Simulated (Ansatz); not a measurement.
Band table of Br (diamond type)

```
Br
1.0
     0.00000    2.88996    2.88996
     2.88996    0.00000    2.88996
     2.88996    2.88996    0.00000
Br
2
Direct
  0.87500 0.87500 0.87500
  0.12500 0.12500 0.12500
```

The cell comes from a relaxation on PAW files under the same functional, begun from a prototype that needn't be the stable phase.

Level of theory: DFT with PBEsol, scalar-relativistic, in Ansatz 0.2.0; a Γ-centred 11×11×11 k mesh, Fermi–Dirac smearing of 0.1 eV, no spin polarisation. LAPW: all electrons, basis error target 1 meV/atom.

This run: volume at 0.6 of the series' base cell.

The structure type is held throughout; the real material can change phase at far lower pressure.

Path points, in fractions of the reciprocal vectors: Γ (0.000, 0.000, 0.000), X (0.500, 0.000, 0.500), U (0.625, 0.250, 0.625), K (0.375, 0.375, 0.750), L (0.500, 0.500, 0.500), W (0.500, 0.250, 0.750). The distance column jumps between branches of the path. Levels in eV from the Fermi level; bands 19 to 28, counted from the lowest band of the run. The gap is zero, the pressure 29.7 GPa.

```
# k(1/Å) point b19 b20 b21 b22 b23 b24 b25 b26 b27 b28
0.000 Γ -19.30 -12.80 -5.66 -5.66 -5.66 -2.38 -2.38 -2.38 4.03 7.43
0.136 - -19.25 -12.92 -5.77 -5.77 -5.54 -2.46 -2.22 -2.22 4.23 7.00
0.272 - -19.13 -13.25 -6.05 -6.05 -5.24 -2.67 -1.79 -1.79 4.78 6.17
0.408 - -18.92 -13.74 -6.39 -6.39 -4.82 -2.94 -1.21 -1.21 5.40 5.59
0.544 - -18.63 -14.32 -6.72 -6.72 -4.41 -3.19 -0.56 -0.56 4.87 6.48
0.679 - -18.27 -14.94 -7.00 -7.00 -4.06 -3.40 0.07 0.07 4.65 7.17
0.815 - -17.83 -15.58 -7.21 -7.21 -3.84 -3.55 0.64 0.64 4.79 7.22
0.951 - -17.34 -16.20 -7.34 -7.34 -3.73 -3.63 1.03 1.03 5.24 6.67
1.087 X -16.79 -16.79 -7.39 -7.39 -3.68 -3.68 1.18 1.18 5.92 5.92
1.135 - -16.80 -16.78 -7.40 -7.38 -3.68 -3.65 1.16 1.16 5.88 5.94
1.183 - -16.82 -16.76 -7.45 -7.37 -3.69 -3.54 1.12 1.13 5.78 6.00
1.231 - -16.85 -16.73 -7.51 -7.35 -3.71 -3.38 1.06 1.07 5.62 6.10
1.279 - -16.89 -16.68 -7.59 -7.32 -3.73 -3.18 0.97 0.98 5.44 6.23
1.327 - -16.95 -16.62 -7.68 -7.29 -3.76 -2.94 0.88 0.88 5.24 6.38
1.375 - -17.02 -16.55 -7.76 -7.24 -3.79 -2.68 0.75 0.77 5.06 6.55
1.423 - -17.09 -16.47 -7.83 -7.19 -3.84 -2.41 0.61 0.67 4.91 6.73
1.471 U -17.18 -16.37 -7.88 -7.13 -3.89 -2.15 0.46 0.57 4.79 6.91
2.137 K -17.18 -16.37 -7.88 -7.13 -3.89 -2.15 0.46 0.57 4.79 6.91
2.281 - -17.50 -16.00 -7.94 -6.92 -4.11 -1.53 -0.04 0.30 4.75 7.08
2.425 - -17.86 -15.54 -7.81 -6.68 -4.41 -1.31 -0.57 0.08 5.28 6.50
2.569 - -18.23 -15.00 -7.52 -6.42 -4.74 -1.43 -1.07 -0.17 6.01 6.15
2.714 - -18.58 -14.41 -7.10 -6.17 -5.06 -1.70 -1.52 -0.55 6.04 6.15
2.858 - -18.88 -13.83 -6.61 -5.95 -5.33 -1.99 -1.89 -1.10 5.59 6.18
3.002 - -19.11 -13.30 -6.14 -5.79 -5.52 -2.21 -2.16 -1.71 4.84 6.57
3.146 - -19.25 -12.93 -5.79 -5.69 -5.62 -2.34 -2.33 -2.20 4.25 7.10
3.290 Γ -19.30 -12.80 -5.66 -5.66 -5.66 -2.38 -2.38 -2.38 4.03 7.43
3.408 - -19.27 -12.89 -5.70 -5.70 -5.66 -2.32 -2.32 -2.32 4.18 7.28
3.525 - -19.17 -13.14 -5.82 -5.82 -5.69 -2.14 -2.14 -2.12 4.58 7.01
3.643 - -19.02 -13.52 -5.97 -5.97 -5.76 -1.90 -1.90 -1.76 5.13 6.80
3.761 - -18.82 -13.97 -6.13 -6.13 -5.88 -1.64 -1.64 -1.23 5.65 6.74
3.879 - -18.58 -14.43 -6.28 -6.28 -6.02 -1.41 -1.41 -0.61 5.99 6.89
3.996 - -18.35 -14.85 -6.39 -6.39 -6.14 -1.24 -1.24 0.01 6.18 7.22
4.114 - -18.16 -15.16 -6.46 -6.46 -6.22 -1.13 -1.13 0.49 6.38 7.39
4.232 L -18.08 -15.28 -6.48 -6.48 -6.25 -1.10 -1.10 0.68 6.65 6.87
4.328 - -18.06 -15.31 -6.82 -6.51 -5.86 -1.14 -1.04 0.66 6.51 6.87
4.424 - -17.99 -15.39 -7.20 -6.59 -5.36 -1.24 -0.87 0.59 6.14 6.83
4.520 - -17.88 -15.54 -7.49 -6.72 -4.87 -1.38 -0.61 0.50 5.70 6.72
4.616 - -17.72 -15.73 -7.70 -6.89 -4.39 -1.57 -0.30 0.39 5.34 6.56
4.712 - -17.53 -15.96 -7.81 -7.09 -3.94 -1.80 -0.01 0.31 5.12 6.37
4.808 - -17.31 -16.23 -7.83 -7.29 -3.51 -2.07 0.20 0.28 5.11 6.14
4.904 - -17.05 -16.50 -7.78 -7.49 -3.11 -2.38 0.29 0.30 5.28 5.86
5.000 W -16.78 -16.78 -7.66 -7.66 -2.73 -2.73 0.31 0.31 5.56 5.56
5.068 - -16.78 -16.78 -7.65 -7.65 -2.77 -2.77 0.35 0.35 5.57 5.57
5.136 - -16.78 -16.78 -7.62 -7.62 -2.89 -2.89 0.46 0.46 5.60 5.60
5.204 - -16.78 -16.78 -7.58 -7.58 -3.06 -3.06 0.62 0.62 5.65 5.65
5.272 - -16.79 -16.79 -7.53 -7.53 -3.24 -3.24 0.79 0.79 5.72 5.72
5.340 - -16.79 -16.79 -7.48 -7.48 -3.42 -3.42 0.95 0.95 5.79 5.79
5.408 - -16.79 -16.79 -7.43 -7.43 -3.56 -3.56 1.07 1.07 5.86 5.86
5.476 - -16.79 -16.79 -7.40 -7.40 -3.65 -3.65 1.15 1.15 5.90 5.90
5.544 X -16.79 -16.79 -7.39 -7.39 -3.68 -3.68 1.18 1.18 5.92 5.92
```
